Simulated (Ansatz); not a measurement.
Lu vacancy in LuB2Rh3, calculated

Level of theory: PBEsol, no spin polarisation, scalar-relativistic; Ansatz, plane waves to 420 eV (PAW set soft_2), k-mesh 4×4×4 shifted by half a step.

The relaxed host crystal (no gap at this level of theory):

```yaml
crystal:
  lattice:
    - [5.31254, 0.00000, 0.00000]
    - [-2.65627, 4.60080, 0.00000]
    - [0.00000, 0.00000, 3.11140]
  atoms:
    - { symbol: B, position: [0.33333, 0.66667, 0.50000] }
    - { symbol: B, position: [0.66667, 0.33333, 0.50000] }
    - { symbol: Lu, position: [0.00000, 0.00000, 0.50000] }
    - { symbol: Rh, position: [0.50000, 0.50000, 0.00000] }
    - { symbol: Rh, position: [0.50000, 0.00000, 0.00000] }
    - { symbol: Rh, position: [0.00000, 0.50000, 0.00000] }
```

Supercell of 18 atoms, rows of the matrix [[1,1,-1],[0,-1,-1],[-1,0,-1]] times the cell vectors; Lu vacancy at (0.000, 0.000, 0.500) in fractions of the cell above. Atoms are relaxed at the host's cell. The cell loses 1 of its 3 Lu, so this is a heavily defective crystal.

**Question.** How does the lattice relax around the defect?

**Answer.** Nearest atoms to the empty Lu site: in the perfect crystal B 3.07 Å, B 3.07 Å, B 3.07 Å, B 3.07 Å, B 3.07 Å, B 3.07 Å, Rh 3.08 Å, Rh 3.08 Å; relaxed Lu 2.90 Å, Lu 2.90 Å, Rh 3.06 Å, Rh 3.06 Å, Rh 3.06 Å, Rh 3.06 Å, Rh 3.06 Å, Rh 3.06 Å.

```tsv
charge	gap of the cell on the mesh (eV)
0	0.00
```

Formation energy of the neutral defect: 4.37 eV, taking atoms from and to the elements' standard states (no corrections for gases), so it belongs to those chemical potentials alone.

Caveats: small supercell, so energies and levels can be off by tenths of an eV; the atoms kept the symmetry of the start, so a distorted state could lie lower.
